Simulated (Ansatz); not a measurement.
LaAl₃N₄ as one 8-atom ordering on the wurtzite lattice (no longer in that coordination): a single-point calculation in the PAW code Ansatz (PBE0). The cell was relaxed beforehand with r2SCAN.

```yaml
crystal:
  lattice:
    - [6.0504111655, -1.6484762686, 0.887529135]
    - [6.0504111655, 1.6484762686, 0.887529135]
    - [-1.9182832311, 0.0, 5.1080299841]
  atoms:
    - { symbol: Al, position: [-0.0196134217, -0.0196134217, 0.295541605] }
    - { symbol: Al, position: [0.339064036, 0.339064036, 1.030459406] }
    - { symbol: "N", position: [0.8195510088, 0.8195510088, 0.1705469692] }
    - { symbol: "N", position: [0.0493409721, 0.0493409721, 0.6386206601] }
    - { symbol: Al, position: [0.4970004817, 0.4970004817, 0.7749929862] }
    - { symbol: La, position: [0.7181431371, 0.7181431371, 0.5036077594] }
    - { symbol: "N", position: [0.3382080548, 0.3382080548, 0.6969351582] }
    - { symbol: "N", position: [0.5083057313, 0.5083057313, 0.1392954559] }
kpoints:
  mp_grid: { grid: [4, 4, 4] }
  band_path:
    path:
      - [0.0, 0.0, 0.0]
      - [-0.2690220009, 0.2690220009, 0.0]
      - [-0.7309779991, -0.2690220009, 0.0]
      - [-0.5, -0.5, 0.0]
      - [-0.5, -0.5, 0.5]
      - [-0.740016106, -0.259983894, 0.5]
      - [-0.259983894, 0.259983894, 0.5]
      - [0.0, 0.0, 0.5]
      - [-0.5, 0.0, 0.5]
      - [0.302083, -0.302083, 0.0]
    npoints: 1
hamiltonian:
  xc: pbe0
scf:
  occupations: { method: fixed }
  n_extra_bands: 6
output:
  forces: true
  stress: true
  eigenvalues: true
```

The output follows, shortened, with numbered blanks.
```
scf.n_extra_bands = 6 over 20 filled bands (N_el = 40.0): the run solves 26 bands
Pseudopotential: Al, paw, valence charge 3, recommended cutoff 420 eV (normal)
Pseudopotential: N, paw, valence charge 5, recommended cutoff 420 eV (normal)
Pseudopotential: La, paw, valence charge 11, recommended cutoff 420 eV (normal)
Functional definition: PBE0
Crystal: 8 atoms, lattice volume = 107.508 Å³
Basis set: ecut = 420 eV, 2123 PW (Γ)
[1]
hybrid outer 1: dexx = +3.794e-2 eV, tail = 6.75e-5 eV
hybrid outer 2: dexx = +2.379e-6 eV, tail = 6.04e-8 eV, Δε = 3.30e-3 eV, ΔF = 1.62e-2 eV/Å
hybrid outer 3: dexx = +1.472e-9 eV, tail = 1.74e-9 eV, Δε = 6.67e-5 eV, ΔF = 1.24e-4 eV/Å
hybrid SCF converged: 3 outer / 14 inner (+4 warm-up)
Free energy (F): -9412.984691 eV
[2]
--- Forces (eV/Å), atoms counted from 1 ---
[3]
--- Stress (GPa, compression-positive) ---
       -1.133139       0.000000       0.028772
        0.000000      -0.355444       0.000000
        0.028729       0.000000      -0.798326
  P = ⅓ Tr σ = -0.7623 GPa (-7.623 kbar)
--- Band table (eV; the first three rows and the last of 24) ---
[4]
```

The rows of the band table are 0: (0, 0, 0) = Γ, 1: (0, 0, 1/4), 2: (0, 0, -1/2) = A, 23: (-1/2, -1/2, -1/2) = M₂.

Q: Fill in the blanks. They hold the forces, the Fermi energy and the band table, the symmetry found.

A:
```
[1]
Symmetry: 2 space group operations
Space group: Cm (ITA 8)
[2]
Fermi energy:    7.008791 eV
[3]
  atom   1  Al    -0.08306      0.00000    -0.02109
  atom   2  Al      0.07734      0.00000    -0.00470
  atom   3  N     -0.06471      0.00000      0.04302
  atom   4  N       0.11429      0.00000    -0.01946
  atom   5  Al    -0.08220      0.00000    -0.03385
  atom   6  La      0.09426      0.00000      0.06796
  atom   7  N     -0.09864      0.00000    -0.07675
  atom   8  N       0.04279      0.00000      0.04489
[4]
  k-point 0: bands = […, 5.2569, 5.5628, 5.5847, 6.1253, 6.3099, 6.4124, 10.9868, 11.6474, 13.7020, 13.8091, …]
  k-point 1: bands = […, 4.9990, 5.3106, 5.4281, 5.9816, 6.2669, 6.3300, 11.2774, 11.9464, 13.4932, 13.9367, …]
  k-point 2: bands = […, 4.9263, 5.2756, 5.3019, 5.9874, 6.1347, 6.3482, 11.1922, 12.9799, 13.1438, 13.8005, …]
  k-point 23: bands = […, 4.8652, 5.0912, 5.3479, 5.7034, 6.1190, 6.3132, 11.5124, 12.9593, 13.3813, 13.7846, …]
```
The trailing digits, and the zero of the energies, depend on the potentials and thresholds.

With PBE0 the valence top lies at C₂–Y₂ (0.14 of the way from C₂) and the conduction bottom at Γ, 3.95 eV higher; the smallest vertical gap, at Γ, is 4.57 eV. Edges are sought over the mesh and the listed points. The mean pressure at these positions is -0.8 GPa, compression counted positive. The stress of a hybrid is loosely converged here. The largest force is 0.12 eV/Å.

Command: `ansatz run input.yaml --threads 4 --pin off --max-ram 6451MiB --backend cpu --events-out ev --progress --plain --runs-dir out`. It took 2.7 min on 4 threads of Arm Neoverse V2, on a shared host, load about 0.8 per core; peak host memory 2.4 GiB.

Spin-unpolarised throughout. Whether this structure exists isn't addressed.

Spin-orbit coupling is left out.

The meshes of the hybrids are coarse, so their gaps aren't converged to the digits shown.
